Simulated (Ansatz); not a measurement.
Relaxed-ion elastic tensor of ZnGeP2 (chalcopyrite, I-42d) in GPa (Voigt order), DFT-PBEsol in the program Ansatz with PAW potentials; density 4.22 g/cm³, 19.69 Å³ per atom.

```csv
,1,2,3,4,5,6
1,131,59.1,60.2,0.0,0.0,0.0
2,59.1,131,60.2,0.0,0.0,0.0
3,60.2,60.2,130,0.0,0.0,0.0
4,0.0,0.0,0.0,66.1,0.0,0.0
5,0.0,0.0,0.0,0.0,66.1,0.0
6,0.0,0.0,0.0,0.0,0.0,65.6
```

Is the crystal mechanically stable?

Yes: the smallest eigenvalue of C is 65.6 GPa.

Work out the Voigt, Reuss and Hill averages.

K_V = 83.3, K_R = 83.3, K_H = 83.3; G_V = 53.7, G_R = 49.0, G_H = 51.3 GPa.

Give Young's modulus, Poisson's ratio, Pugh's ratio and the universal anisotropy index.

E = 9KG/(3K + G) = 128 GPa; ν = 0.24; K/G = 1.62 (brittle by the Pugh limit of 1.75); A_U = 5G_V/G_R + K_V/K_R − 6 = 0.48.

Estimate the sound speeds and the Debye temperature.

v_l = √((K + 4G/3)/ρ) = 6000 m/s, v_t = √(G/ρ) = 3490 m/s, mean 3870 m/s; Θ = (h/k)(3n/4πV)^(1/3) v_m = 427 K.

Solve the Christoffel equation for the three sound speeds along x, y, z.

Eigenvalues of C_ijkl n_j n_l equal ρv² (piezoelectric stiffening left out). In km/s, slowest first: x 3.94, 3.96, 5.57; y 3.94, 3.96, 5.57; z 3.96, 3.96, 5.56.

How much does each axis shrink under pressure?

Linear compressibilities β_i = Σ_j S_ij (j = 1 to 3): x 4.0, y 4.0, z 4.0 per TPa.

Symmetry was held in the PBEsol relaxation.

Potentials: the later of the program's two PAW sets.
